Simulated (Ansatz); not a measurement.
CdO:
```
CELL_PARAMETERS angstrom
      3.63455     0.00000     0.00000
     -1.81727     3.14761     0.00000
      0.00000     0.00000     5.70203
ATOMIC_POSITIONS crystal
  Cd 0.66667 0.33333 0.00676
  Cd 0.33333 0.66667 0.50676
  O  0.66667 0.33333 0.61844
  O  0.33333 0.66667 0.11844
```

Relaxed with HSE06.

Task: Give the Bader charges and basin volumes of the independent atoms, HSE06 (plane waves, PAW; program Ansatz).

Result: 

```
atom  Bader charge (e)  Bader volume (Å³)
----  ----------------  -----------------
Cd1              +1.23               17.5
O3               -1.23               15.1
```

Space group P6_3mc (wurtzite). The cell is a constructed one: a structure type filled with these elements; the Crystallography Open Database copy checked does not list it. It is not the phase usual at ambient conditions (space group No. 225). Symmetry was held in the HSE06 relaxation; its stability against distortions is not shown here.

Potentials: the later of the program's two PAW sets.
